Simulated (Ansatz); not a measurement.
LaAl2Si2:
```yaml
crystal:
  lattice:
    - [4.22606, 0.00000, 0.00000]
    - [-2.11303, 3.65988, 0.00000]
    - [0.00000, 0.00000, 7.04149]
  atoms:
    - { symbol: La, position: [0.00000, 0.00000, 0.00000] }
    - { symbol: Al, position: [0.33333, 0.66667, 0.63433] }
    - { symbol: Al, position: [0.66667, 0.33333, 0.36567] }
    - { symbol: Si, position: [0.33333, 0.66667, 0.27481] }
    - { symbol: Si, position: [0.66667, 0.33333, 0.72519] }
```

Relaxed with r²SCAN. Special points in fractions of this cell's reciprocal vectors: Γ (0.000, 0.000, 0.000); M (0.500, 0.000, 0.000); K (0.333, 0.333, 0.000); A (0.000, 0.000, 0.500); L (0.500, 0.000, 0.500); H (0.333, 0.333, 0.500).

**Question.** List the band energies nearest the Fermi level at these points for the program Ansatz at the r²SCAN level (PAW).

**Answer.** In eV from the Fermi level; about four levels below and three above (degenerate sets whole), none deeper than 8.9 eV; points with the same levels are listed once.

```
k                          below           above
-  -----------------------------  --------------
Γ        -0.67 -0.67 -0.63 -0.09  0.20 0.86 0.86
M        -3.03 -2.75 -2.34 -1.08  1.40 1.80 1.91
K        -5.05 -2.59 -2.59 -2.41  1.43 1.62 1.62
A  -1.97 -1.97 -1.65 -1.65 -0.28  0.61 0.61 0.71
L        -1.49 -1.23 -0.93 -0.09  1.56 1.84 2.03
H        -4.52 -3.46 -2.69 -2.69  0.64 0.64 1.73
```

Space group P-3m1. The first step of the workflow began from a Materials Project structure, measured or hypothetical; the Crystallography Open Database copy checked does not list it. Whether it is the stable phase at ambient conditions was not checked. The r²SCAN relaxation kept the symmetry of its start; whether a distortion lowers the energy is not shown. Spin–orbit coupling is left out wherever it is not named.

Potentials: the earlier of the program's two PAW sets.
